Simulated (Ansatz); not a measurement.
Data:

AlAu:
```cif
data_Al4Au4
_chemical_formula_sum 'Al4 Au4'
_space_group_name_H-M_alt 'P 1'
_space_group_IT_number 1
_cell_length_a 6.30862
_cell_length_b 3.35749
_cell_length_c 6.39447
_cell_angle_alpha 90.000
_cell_angle_beta 93.072
_cell_angle_gamma 90.000
loop_
_space_group_symop_operation_xyz
  'x, y, z'
loop_
_atom_site_label
_atom_site_type_symbol
_atom_site_fract_x
_atom_site_fract_y
_atom_site_fract_z
_atom_site_occupancy
Al1 Al 0.54564 0.75000 0.82039 1
Al2 Al 0.45436 0.25000 0.17961 1
Al3 Al 0.91702 0.75000 0.31844 1
Al4 Al 0.08298 0.25000 0.68156 1
Au1 Au 0.30900 0.75000 0.47318 1
Au2 Au 0.69100 0.25000 0.52682 1
Au3 Au 0.18641 0.75000 0.00642 1
Au4 Au 0.81359 0.25000 0.99358 1
```

This is the PBEsol-relaxed structure.

Question: All from DFT-PBEsol in the program Ansatz with PAW potentials, unless another level is named. Estimate the formation energy from the elements (no fitted shifts).

Answer: -0.42 eV/atom.

Question: And the density of states at the Fermi level?

Answer: 0.23 states/eV per atom (mean over ±0.08 eV).

Space group P2_1/m. The workflow started from a Materials Project entry (that database holds measured and hypothetical structures alike); the Crystallography Open Database copy checked does not list it. Whether it is the stable phase at ambient conditions was not checked. Symmetry was held in the PBEsol relaxation; whether a distortion lowers the energy is not shown. The references are the lowest solids computed at this level, not always the standard phases. Spin–orbit coupling is left out wherever it is not named.

Potentials: the later of the program's two PAW sets.
